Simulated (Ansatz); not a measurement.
NaF:
```xyz
4
Lattice="3.8684 0.0000 0.0000 -1.9342 3.3501 0.0000 0.0000 0.0000 4.5524" Properties=species:S:1:pos:R:3 pbc="T T T"
Na     0.0000     2.2334     3.4143
F      1.9342     1.1167     3.4143
Na     1.9342     1.1167     1.1381
F      0.0000     2.2334     1.1381
```

Relaxed with r²SCAN. Independent-particle spectrum: no excitons, no local fields, no scissors shift; 0.1 eV broadening; ε₁ of the summed bands alone.

Q: Tabulate the dielectric function from the program Ansatz at the r²SCAN level (PAW).

A: 

```tsv
E (eV)	ε₁ xx	ε₂ xx	ε₁ zz	ε₂ zz
0.0	1.55	0.00	1.53	0.00
0.4	1.55	0.00	1.53	0.00
0.8	1.56	0.00	1.53	0.00
1.2	1.56	0.00	1.53	0.00
1.6	1.56	0.00	1.54	0.00
2.0	1.57	0.00	1.54	0.00
2.4	1.58	0.00	1.55	0.00
2.8	1.59	0.00	1.56	0.00
3.2	1.60	0.00	1.57	0.00
3.6	1.61	0.00	1.58	0.00
4.0	1.63	0.00	1.60	0.00
4.4	1.66	0.00	1.62	0.00
4.8	1.68	0.00	1.64	0.00
5.2	1.72	0.00	1.68	0.00
5.6	1.77	0.00	1.72	0.00
6.0	1.84	0.00	1.80	0.00
6.4	1.97	0.00	2.00	0.12
6.8	2.17	0.29	1.91	0.32
7.2	2.04	0.48	1.82	0.40
7.6	1.93	0.56	1.76	0.43
8.0	1.84	0.62	1.70	0.46
8.4	1.77	0.66	1.65	0.47
8.8	1.71	0.68	1.60	0.47
9.2	1.66	0.71	1.56	0.46
9.6	1.63	0.75	1.52	0.43
10.0	1.60	0.96	1.56	0.41
10.4	1.19	0.81	1.57	0.34
10.8	1.23	0.61	1.64	0.35
11.2	1.29	0.53	1.71	0.37
11.6	1.47	0.54	1.90	0.41
12.0	1.29	0.73	1.72	0.87
```

With all bands, ε∞ without local fields is 1.72 (xx = yy), 1.69 (zz).

Space group P6_3/mmc. The start of the workflow was typed in or built on a structure type; neither database checked (COD, Materials Project) lists it. It is not the phase usual at ambient conditions (space group No. 225). The r²SCAN relaxation kept the symmetry of its start; whether a distortion lowers the energy is not shown.

Potentials: the later of the program's two PAW sets.
